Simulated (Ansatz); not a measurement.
# ReS: magnetovolume behaviour

The calculation used DFT PBE, scalar-relativistic, plane waves, PAW in Ansatz 0.2.0.

```
Re S
1.0
     0.00000    2.46170    2.46170
     2.46170    0.00000    2.46170
     2.46170    2.46170    0.00000
Re S
1 1
Direct
  0.00000 0.00000 0.00000
  0.50000 0.50000 0.50000
```

```json
{"plane-wave cutoff": "420 eV", "Γ-centred k-mesh": "14×14×14", "occupation rule": "Gaussian smearing, 0.1 eV", "list of starting moments (μB, in atom order)": "3.5 0", "check for lower electronic states after the SCF": "on"}
```

The cell is scaled evenly at fixed fractional positions, V₀ being the volume of the cell shown; start: large parallel starting moments. The states are those that the runs reached from these starts; a lower one can exist. Energies are extrapolated to zero smearing.

Site moments are spin moments in atom-centred spheres that scale with the neighbour distance.

| V/V₀ | E above lowest (meV/atom) | P (GPa) | cell moment (μB) | site moments (μB) |
| --- | --- | --- | --- | --- |
| 0.800 | 568.5 | 75.1 | 0.00 | none over 0.05 |
| 0.860 | 244.3 | 42.9 | 0.00 | none over 0.05 |
| 0.920 | 71.9 | 20.2 | 0.00 | none over 0.05 |
| 0.960 | 18.7 | 8.9 | 0.00 | none over 0.05 |
| 1.000 | 0.0 | 1.3 | 0.86 | Re +0.62 |
| 1.040 | ? | ? | ? | ? |
| 1.100 | 40.9 | -9.7 | 1.89 | Re +1.41 |
| 1.180 | ? | ? | ? | ? |

(1) Fill in the withheld rows.

Answers

(1) The withheld rows:

| V/V₀ | E above lowest (meV/atom) | P (GPa) | cell moment (μB) | site moments (μB) |
| --- | --- | --- | --- | --- |
| 1.040 | 6.1 | -4.1 | 1.32 | Re +0.97 |
| 1.180 | 140.4 | -16.4 | 2.10 | Re +1.60 |

Cost: 8 runs of about 1.4 core-minutes in all, on Arm Neoverse V1 (shared hosts).